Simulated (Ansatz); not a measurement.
## Au (diamond): energy against volume

The calculation used DFT, LDA (PW92), plane waves (420 eV) with PAW, scalar-relativistic (Ansatz). The PAW files were generated under PBE, with cores re-solved for the functional.

The cell is scaled uniformly from the relaxed one, with fractional coordinates and shape fixed. Energies are extrapolated to zero smearing, pressures are those at the given smearing. Magnetic state: spin not included.

A Birch-Murnaghan fit gives V₀ = 26.37 Å³/atom, B₀ = 81 GPa, B₀′ = 5.6.

Question: What are the energy above the minimum and the pressure at 23.206 Å³/atom?

Answer: 126.1 meV/atom and 14.63 GPa as computed.

Question: What are the energy above the minimum and the pressure at 27.425 Å³/atom?

Answer: 9.8 meV/atom and -2.86 GPa as computed.

Question: What are the energy above the minimum and the pressure at 28.480 Å³/atom?

Answer: 36.0 meV/atom and -5.02 GPa as computed.
